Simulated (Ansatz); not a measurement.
Sb₂Se₃:
```cif
data_Sb8Se12
_chemical_formula_sum 'Sb8 Se12'
_space_group_name_H-M_alt 'P 1'
_space_group_IT_number 1
_cell_length_a 12.09556
_cell_length_b 3.98925
_cell_length_c 11.63792
_cell_angle_alpha 90.000
_cell_angle_beta 90.000
_cell_angle_gamma 90.000
loop_
_space_group_symop_operation_xyz
  'x, y, z'
loop_
_atom_site_label
_atom_site_type_symbol
_atom_site_fract_x
_atom_site_fract_y
_atom_site_fract_z
_atom_site_occupancy
Sb1 Sb 0.03217 0.25000 0.32894 1
Sb2 Sb 0.96783 0.75000 0.67106 1
Sb3 Sb 0.46783 0.75000 0.82894 1
Sb4 Sb 0.53217 0.25000 0.17106 1
Sb5 Sb 0.14353 0.75000 0.03794 1
Sb6 Sb 0.85647 0.25000 0.96206 1
Sb7 Sb 0.35647 0.25000 0.53794 1
Sb8 Sb 0.64353 0.75000 0.46206 1
Se1 Se 0.05248 0.25000 0.87180 1
Se2 Se 0.94752 0.75000 0.12820 1
Se3 Se 0.44752 0.75000 0.37180 1
Se4 Se 0.55248 0.25000 0.62820 1
Se5 Se 0.12782 0.75000 0.44588 1
Se6 Se 0.87218 0.25000 0.55412 1
Se7 Se 0.37218 0.25000 0.94588 1
Se8 Se 0.62782 0.75000 0.05412 1
Se9 Se 0.20930 0.25000 0.19293 1
Se10 Se 0.79070 0.75000 0.80707 1
Se11 Se 0.29070 0.75000 0.69293 1
Se12 Se 0.70930 0.25000 0.30707 1
```

Relaxed with r²SCAN+D4.

Question: Which orbitals make up the states near the band edges in r²SCAN+D4 (plane waves, PAW; program Ansatz)?

Answer: Top 1 eV of the valence band: Se 4p 80 %, Sb 5s 10 %, Sb 5p 8 %. Bottom 1 eV of the conduction band: Sb 5p 58 %, Se 4p 28 %, Se 4s 6 %. Projections are on Löwdin-orthogonalised atomic valence shells; empty p or d shells of many metals are not among them.

Question: Tabulate the density of states.

Answer: States/eV per cell of 20 atoms, in 0.25 eV bins, energy from the valence-band maximum.

```
E (eV)  total  Se 4p  Sb 5p  Sb 5s
------  -----  -----  -----  -----
-7.87    1.87   0.32   0.03   1.08
-7.62    2.36   0.39   0.04   1.32
-7.37    3.54   0.59   0.06   1.92
-7.12    1.03   0.18   0.01   0.55
-6.87    0.00   0.00   0.00   0.00
-6.62    0.00   0.00   0.00   0.00
-6.37    0.00   0.00   0.00   0.00
-6.12    0.00   0.00   0.00   0.00
-5.87    0.00   0.00   0.00   0.00
-5.62    0.00   0.00   0.00   0.00
-5.37    2.55   1.44   1.02   0.01
-5.12    8.94   5.10   3.53   0.03
-4.87    5.05   2.93   1.96   0.03
-4.62   10.24   6.04   3.67   0.18
-4.37   17.61  10.70   6.16   0.27
-4.12   10.16   6.27   3.45   0.13
-3.87   13.96   8.57   4.74   0.22
-3.62   12.31   7.61   4.16   0.21
-3.37   15.65   9.64   5.29   0.28
-3.12   16.56  10.30   5.41   0.32
-2.87   16.14  10.10   5.07   0.39
-2.62   14.70   9.32   4.46   0.38
-2.37   15.47  10.10   4.41   0.42
-2.12   15.26  10.27   3.94   0.49
-1.87    9.35   6.66   2.10   0.23
-1.62   14.36  12.17   1.42   0.40
-1.37   17.34  14.57   1.62   0.70
-1.12   15.80  13.21   1.33   0.86
-0.87   15.12  12.78   1.07   0.92
-0.62   20.98  16.67   1.61   2.22
-0.37   15.50  11.96   1.25   1.94
-0.12    4.95   3.83   0.34   0.67
0.13     0.00   0.00   0.00   0.00
0.38     0.00   0.00   0.00   0.00
0.63     0.00   0.00   0.00   0.00
0.88     0.00   0.00   0.00   0.00
1.13     0.30   0.06   0.18   0.01
1.38     3.06   0.67   1.88   0.10
1.63     9.78   2.61   5.81   0.29
1.88     9.33   2.62   5.45   0.23
2.13    12.88   4.03   7.30   0.25
2.38    15.28   4.88   8.84   0.28
2.63    16.31   5.50   9.13   0.30
2.88    15.80   5.50   8.71   0.27
3.13    17.32   6.07   9.55   0.25
3.38    12.13   4.25   6.70   0.16
3.63    15.57   5.60   8.30   0.24
3.88    11.60   4.22   6.18   0.15
4.13    14.40   5.30   7.47   0.16
4.38    12.12   4.47   6.27   0.15
4.63     4.70   1.68   2.40   0.03
4.88    13.91   4.82   6.72   0.10
5.13     9.01   2.53   3.42   0.05
5.38     2.48   0.41   0.53   0.01
5.63     8.08   0.73   0.66   0.03
5.88     5.32   0.37   0.31   0.01
```

Space group Pnma. The cell was relaxed with r²SCAN+D4 under the symmetry of its start. Spin–orbit coupling is left out wherever it is not named.

Potentials: the later of the program's two PAW sets.
